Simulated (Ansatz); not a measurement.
Values for one crystal, relaxed and computed with PBE (plane waves, PAW; program Ansatz); other levels are named.

- Volume per atom = 18.05 Å³
- Electronic character = metallic (no gap)
- Bulk modulus (Birch–Murnaghan fit) = 1100 kbar
- Gap with spin–orbit coupling = none (metallic)
- Formation energy from the elements (no fitted shifts) = -0.49 eV/atom
- Pressure derivative B′ = 6.0
- Density of states at the Fermi level = 0.41 states/eV per atom (mean over ±0.08 eV)

Problem. Which of these materials gives this?
(A) AlNi, CsCl type
(B) InPd, CsCl type
(C) MoPd, CsCl type
(D) FeCo, CsCl type

Solution. B, InPd, CsCl type

Space group Pm-3m (CsCl type). The PBE relaxation kept the symmetry of its start. No spin polarisation was allowed. The references are the lowest solids computed at this level, not always the standard phases. Spin–orbit coupling is left out wherever it is not named.

Potentials: the earlier of the program's two PAW sets.
